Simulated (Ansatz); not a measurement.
NbB₂: course of a relaxation

Method: Ansatz, DFT PBEsol, scalar-relativistic, plane waves, PAW. Run with 420 eV cutoff, 18×18×14 k-mesh, Gaussian smearing of 0.10 eV, no spin polarisation.

What was changed: relaxed at 90 GPa.

Other phases may be more stable at this pressure.

Command:

```bash
ansatz run input.yaml --threads 1 --pin off --max-ram 1331MiB --backend cpu --events-out ev --progress --plain --runs-dir out
```

Input:

```yaml
crystal:
  lattice:
    - [2.8980128059, 0.0, 0.0]
    - [-1.4490064029, 2.5097527104, 0.0]
    - [0.0, 0.0, 3.0568709462]
  atoms:
    - { symbol: Nb, position: [0.0, 0.0, 0.0] }
    - { symbol: B, position: [0.3333333333, 0.6666666667, 0.5] }
    - { symbol: B, position: [0.6666666667, 0.3333333333, 0.5] }
basis:
  ecutwfc: 420
kpoints:
  mp_grid: { grid: [18, 18, 14] }
hamiltonian:
  xc: pbesol
scf:
  occupations: { method: gaussian, width: 0.1 }
output:
  forces: true
  stress: true
  eigenvalues: true
relax:
  adjacent_minimum: "off"
  f_tol: 0.008
  max_steps: 50
  cell: { stress_tol: 0.08, p_target: 90.0 }
```

F is the free energy. Steps run on the plane waves of an earlier cell, but the last one, and at times one on the way, on a freshly chosen basis, so a repeated geometry can differ a little in energy. The relaxation lowers the enthalpy F + PV at the target pressure, so F itself can rise.

Steps:

```tsv
step	F − F(1) (eV)	largest force component (eV/Å)	V (Å³/atom)	P (GPa)
1	0.0000	0.000	7.411	92.91
2	-0.0629	0.000	7.448	89.76
3	-0.0588	0.000	7.445	89.95
4	-0.0578	0.000	7.445	90.00
5	-0.0579	0.000	7.445	90.01
```

Relaxed structure:

```xyz
3
Lattice="2.9071 0.0000 0.0000 -1.4536 2.5177 0.0000 0.0000 0.0000 3.0514" Properties=species:S:1:pos:R:3 pbc="T T T"
Nb    0.0000    0.0000    0.0000
B     0.0000    1.6784    1.5257
B     1.4536    0.8392    1.5257
```

The structure is hexagonal, space group P6/mmm (No. 191). Conventional cell: a = 2.907 Å, b = 2.907 Å, c = 3.051 Å, α = 90.00°, β = 90.00°, γ = 120.00°. Nb (site symmetry 6/mmm) is surrounded by 12 B at 2.27 Å. Around B (site symmetry -6m2) lie 3 B at 1.68 Å.

The run converged. The run took of the order of 18 core-seconds.